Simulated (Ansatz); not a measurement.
VBiO4:
```xyz
12
Lattice="-2.5831 2.5831 5.8896 2.5831 -2.5831 5.8896 2.5831 2.5831 -5.8896" Properties=species:S:1:pos:R:3 pbc="T T T"
Bi     0.0000     2.5831     2.9448
Bi     0.0000     0.0000     0.0000
V      2.5831     0.0000     2.9448
V      0.0000     0.0000     5.8896
O      3.2979     1.2871     3.8646
O      1.2960     3.2979     0.9198
O      1.8683    -1.2871     3.8646
O      1.2871    -0.7148     6.8094
O      1.8683     1.2960    -0.9198
O      3.8702    -0.7148     2.0250
O      0.7148     1.2871     4.9698
O      1.2960     0.7148     2.0250
```

Relaxed with PBE. Special points in fractions of this cell's reciprocal vectors: Γ (0.000, 0.000, 0.000); X (0.000, 0.000, 0.500); P (0.250, 0.250, 0.250); N (0.000, 0.500, 0.000); M (0.500, 0.500, -0.500); S (0.298, 0.702, -0.298); S0 (-0.298, 0.298, 0.298); R (-0.096, 0.096, 0.500); G (0.500, 0.500, -0.096).

Problem. List the band energies nearest the valence-band maximum at these points for PBE with spin–orbit coupling in the plane-wave PAW code Ansatz.

Solution. In eV from the valence-band maximum; about four levels below and three above (degenerate sets whole), none deeper than 8.9 eV; points with the same levels are listed once.

```json
[
 {"k": "Γ", "below": "-0.61 -0.61 -0.42 -0.42", "above": "2.25 2.25 2.76 2.76"},
 {"k": "X", "below": "-0.35 -0.35 -0.35 -0.35", "above": "2.61 2.61 2.61 2.61"},
 {"k": "P", "below": "-0.35 -0.35 -0.34 -0.34", "above": "2.58 2.58 2.62 2.62"},
 {"k": "N", "below": "-0.47 -0.47 -0.16 -0.16", "above": "2.09 2.09 2.42 2.42"},
 {"k": "M", "below": "-0.70 -0.70 -0.70 -0.70", "above": "2.82 2.82 2.82 2.82"},
 {"k": "S", "below": "-0.52 -0.52 -0.37 -0.37", "above": "2.19 2.19 2.44 2.44"},
 {"k": "R", "below": "-0.37 -0.37 -0.35 -0.35", "above": "2.45 2.45 2.67 2.67"}
]
```

Space group I4_1/a. The cell was relaxed with PBE under the symmetry of its start. The workflow began spin-polarised and lost its moments. No Hubbard U is applied.

Potentials: the later of the program's two PAW sets.
